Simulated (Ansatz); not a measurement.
Rb:
```cif
data_Rb
_chemical_formula_sum 'Rb1'
_space_group_name_H-M_alt 'P 1'
_space_group_IT_number 1
_cell_length_a 4.91114
_cell_length_b 4.91114
_cell_length_c 4.91114
_cell_angle_alpha 109.471
_cell_angle_beta 109.471
_cell_angle_gamma 109.471
loop_
_space_group_symop_operation_xyz
  'x, y, z'
loop_
_atom_site_label
_atom_site_type_symbol
_atom_site_fract_x
_atom_site_fract_y
_atom_site_fract_z
_atom_site_occupancy
Rb1 Rb 0.00000 0.00000 0.00000 1
```

Relaxed with PBE.

**Question.** Which orbitals make up the states near the Fermi level in the program Ansatz at the PBE level (PAW)?

**Answer.** Within 0.5 eV of the Fermi level: Rb 5s 88 %, outside the projected shells 11 %. Projections are on Löwdin-orthogonalised atomic valence shells; empty p or d shells of many metals are not among them.

**Question.** Tabulate the density of states.

**Answer.** States/eV per cell of 1 atom, in 0.25 eV bins, energy from the Fermi level.

```
E (eV)  total  Rb 5s  Rb 4p
------  -----  -----  -----
-7.85    0.00   0.00   0.00
-7.60    0.00   0.00   0.00
-7.35    0.00   0.00   0.00
-7.10    0.00   0.00   0.00
-6.85    0.00   0.00   0.00
-6.60    0.00   0.00   0.00
-6.35    0.00   0.00   0.00
-6.10    0.00   0.00   0.00
-5.85    0.00   0.00   0.00
-5.60    0.00   0.00   0.00
-5.35    0.00   0.00   0.00
-5.10    0.00   0.00   0.00
-4.85    0.00   0.00   0.00
-4.60    0.00   0.00   0.00
-4.35    0.00   0.00   0.00
-4.10    0.00   0.00   0.00
-3.85    0.00   0.00   0.00
-3.60    0.00   0.00   0.00
-3.35    0.00   0.00   0.00
-3.10    0.00   0.00   0.00
-2.85    0.00   0.00   0.00
-2.60    0.00   0.00   0.00
-2.35    0.00   0.00   0.00
-2.10    0.00   0.00   0.00
-1.85    0.13   0.13   0.00
-1.60    0.28   0.27   0.00
-1.35    0.37   0.37   0.00
-1.10    0.46   0.45   0.01
-0.85    0.55   0.54   0.01
-0.60    0.64   0.62   0.01
-0.35    0.74   0.70   0.01
-0.10    0.86   0.79   0.01
0.15     1.07   0.93   0.01
0.40     1.08   0.87   0.00
0.65     0.88   0.58   0.00
0.90     1.42   0.29   0.00
1.15     2.06   0.17   0.00
1.40     1.82   0.09   0.00
1.65     1.61   0.08   0.00
1.90     1.58   0.08   0.00
2.15     1.66   0.08   0.00
2.40     1.95   0.10   0.00
2.65     2.40   0.11   0.00
2.90     1.56   0.07   0.00
3.15     1.84   0.05   0.00
3.40     1.56   0.05   0.00
3.65     1.60   0.05   0.00
3.90     2.44   0.06   0.00
4.15     2.73   0.03   0.00
4.40     2.50   0.01   0.00
4.65     2.59   0.01   0.00
```

Space group Im-3m (bcc (W type)). The cell was relaxed with PBE under the symmetry of its start. Spin–orbit coupling is left out wherever it is not named.

Potentials: the later of the program's two PAW sets.
